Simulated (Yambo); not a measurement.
Yambo run on GaN (zinc blende, space group F-43m, No. 216). The wavefunctions are norm-conserving PBE (stringent potentials; Quantum ESPRESSO, 114 Ry, no spin-orbit coupling) ones on a 6×6×6 mesh (13 occupied bands); a = b = c = 3.1817 Å, α = β = γ = 60.00°.

Yambo input:

```
rim_cut
gw0
dyson
el_el_corr
HF_and_locXC
cohsex
em1s
RandQpts= 1000000
RandGvec= 1 Ry
EXXRLvcs= 114 Ry
VXCRLvcs= 456 Ry
Chimod= "HARTREE"
% BndsRnXs
 5 | 146 |
%
NGsBlkXs= 18 Ry
% LongDrXs
 1.0 | 1.0 | 1.0 |
%
ExtendOut
% QPkrange
 1 | 1 | 13 | 14 |
%
```

k points by index: 1 = Γ.

Resulting energies as the program prints them:

```
#    K-point    Band    Eo [eV]    E [eV]    E-Eo [eV]    Vxc [eV]    Vnlxc [eV]    Sc|Eo [eV]    Re(Z)    Im(Z)
#
    1    13    0.000000    -3.786727    -3.786727    -19.12836    -22.55373    -0.361357    1.000000    0.000000
    1    14    1.785499    0.235189    -1.550310    -14.16787    -10.17438    -5.543798    1.000000    0.000000
```
(The two width columns are left out.) Convergence of these settings isn't established.

Geometry relaxed with PBEsol.

This is not the ordinary phase of the substance; no match was found in the copy of COD used, and its stability was not checked.
